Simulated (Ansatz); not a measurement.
ZrSe₂:
```
CELL_PARAMETERS angstrom
      6.06970     0.00000     0.00000
      0.00000     6.73138     0.00000
      0.00000     0.00000     3.81817
ATOMIC_POSITIONS crystal
  Zr 0.00000 0.00000 0.00000
  Zr 0.50000 0.50000 0.50000
  Se 0.25054 0.34120 0.00000
  Se 0.75054 0.15880 0.50000
  Se 0.24946 0.84120 0.50000
  Se 0.74946 0.65880 0.00000
```

Relaxed with PBE. Special points in fractions of this cell's reciprocal vectors: Γ (0.000, 0.000, 0.000); X (0.500, 0.000, 0.000); S (0.500, 0.500, 0.000); Y (0.000, 0.500, 0.000); Z (0.000, 0.000, 0.500); U (0.500, 0.000, 0.500); R (0.500, 0.500, 0.500); T (0.000, 0.500, 0.500).

Question: List the band energies nearest the Fermi level at these points for PBE (plane waves, PAW; program Ansatz).

Answer: In eV from the Fermi level; about four levels below and three above (degenerate sets whole), none deeper than 8.9 eV; points with the same levels are listed once.

```tsv
k	below	above
Γ	-1.01 -0.26 -0.23 -0.01	0.01 0.53 1.09
X	-1.06 -1.06 -0.61 -0.61	0.65 0.65 1.73 1.73
S	-1.31 -1.31 -0.80 -0.80	0.16 0.16 1.20 1.20
Y	-1.17 -1.17 -0.74 -0.74	0.70 0.70 1.77 1.77
Z	-2.23 -2.23 -1.45 -1.45	1.39 1.39 2.26 2.26
U	-2.36 -2.36 -0.47 -0.47	0.63 0.63 1.79 1.79
R	-1.07 -1.07 -1.07 -1.07	1.29 1.29 1.43 1.43
T	-1.74 -1.74 -1.47 -1.47	0.30 0.30 2.19 2.19
```

Space group Pnnm. A made-up cell: these elements were put on the sites of a structure type; neither database checked (COD, Materials Project) lists it. COD files the formula under space group No. 164, so this cell is another polymorph or a model. Its standing as an ambient phase is unchecked. The PBE relaxation kept the symmetry of its start; whether a distortion lowers the energy is not shown. The run is not spin-polarised. The Fermi level of a semimetal is unsure by some 0.05 eV on such meshes. Spin–orbit coupling is left out wherever it is not named.

Potentials: the later of the program's two PAW sets.
